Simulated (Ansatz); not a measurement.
# SiC: the gap against volume

SiC, F-43m, a = 4.356 Å. The compound has several low-lying forms, and this is one of them. Ansatz: r2SCAN, PAW, 500 eV, Γ-centred 10×10×10 mesh on 2 atoms, Gaussian smearing 0.02 eV; no spin polarisation. Symmetry fixes shape and atoms, so the cell is only scaled; x = ln(V/V0) with V0 = 10.334 Å³/atom. The gap is read at the mesh points alone.

```
      x gap y (eV)
-0.1278       1.616
-0.0943       1.644
-0.0619       1.669
-0.0305       1.692
 0.0000       1.713
 0.0296       1.732
 0.0583       1.749
 0.0953           ?
```

Question: Fit a straight line to the other rows, give the volume deformation potential of the gap and its pressure coefficient, and predict the missing gap. B0 = 227.0 GPa.

Answer: Means x = -0.03237, y = 1.6879; Σ(Δx)² = 0.02693, ΣΔxΔy = 0.01923; the slope is their ratio. y = 1.7110 + 0.71420 x. The slope is the deformation potential a = dE_g/d ln V = 0.71 eV, and dE_g/dP = −a/B0 = -3.15 meV/GPa. With a term in x² added, the coefficient of x becomes 0.6624, 7 % less, which shows how far this figure hangs on the form. At x = 0.0953 the fit asked for gives 1.779 eV. The run gave 1.769 eV, so the fit is 0.010 eV too high, 6.5 % of the span of the series, against an rms of 0.003 eV on the fitted rows. The row lies outside the fitted range. With a term in x² added, a fit to the same known rows predicts 1.769 eV, so most of the miss is curvature that the known rows already hold.

Semilocal functionals give gaps under the measured ones; changes of the gap mostly carry over better.